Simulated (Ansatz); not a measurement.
SiGeO3:
Space group P4mm (No. 99); a = b = 3.389 Å, c = 4.282 Å, α = β = γ = 90.00°

| atom | site | symmetry | x | y | z |
|---|---|---|---|---|---|
| Si | 1b | 4mm | 0.5000 | 0.5000 | 0.6009 |
| Ge | 1a | 4mm | 0.0000 | 0.0000 | 0.1462 |
| O | 2c | 2mm. | 0.0000 | 0.5000 | 0.4828 |
| O | 1b | 4mm | 0.5000 | 0.5000 | 0.9775 |

Relaxed with LDA.

Problem. Give the optical modes at the zone centre with their infrared and Raman activity from DFPT, DFT-LDA in the program Ansatz with PAW potentials.

Solution. Transverse frequencies, without the LO–TO term; a row sums one degenerate level.

```tsv
ω (cm⁻¹)	degeneracy	IR ((D/Å)²/amu)	Raman (Å⁴/amu)	activity	symmetry
100i	2	37.25	13	IR+Raman	E
271	1	8.41	140	IR+Raman	A1
307	1	0.00	1.0	Raman	B1
312	2	10.89	1.6	IR+Raman	E
413	2	38.00	0.27	IR+Raman	E
518	1	15.60	1.5	IR+Raman	A1
738	2	14.26	0	IR	E
890	1	18.13	210	IR+Raman	A1
```

Problem. How high does the top mode go among those that the LO–TO term moves?

Solution. 815 cm⁻¹ for q along x, 815 cm⁻¹ for q along y, 1003 cm⁻¹ for q along z.

The start of the workflow was typed in or built on a structure type; neither database checked (COD, Materials Project) lists it. Its standing as an ambient phase is unchecked. Symmetry was held in the LDA relaxation. At this level the phase is dynamically unstable (imaginary phonons). A crystal of weakly bound units computed without a dispersion correction: the cell and the soft elastic constants depend strongly on that.

Potentials: the later of the program's two PAW sets.
